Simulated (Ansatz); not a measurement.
GaAs (zinc blende, F-43m) at seven volumes, LDA (plane waves, PAW; program Ansatz), scaled uniformly. One row is withheld.

```tsv
V (Å³/atom)	P (GPa)
20.005	8.73
20.664	5.32
21.324	2.44
21.983	0.00
22.643	?
23.302	-3.78
23.962	-5.18
```

Fit the shown pressures and predict the withheld one.

Third-order Birch–Murnaghan: P = (3/2)B₀(x^(7/2) − x^(5/2))[1 + (3/4)(B′ − 4)(x − 1)] with x = (V₀/V)^(2/3). Least squares on the six rows gives V₀ = 21.985 Å³/atom, B₀ = 74.01 GPa, B′ = 4.74. At V = 22.643, x = 0.9805 and P = -2.04 GPa. The run itself gave -2.05 GPa.

The cell was relaxed with LDA under the symmetry of its start.

Potentials: the earlier of the program's two PAW sets. The files were generated under PBE; for other functionals the program regenerates the frozen cores, and for LDA and PBEsol the local potential too.
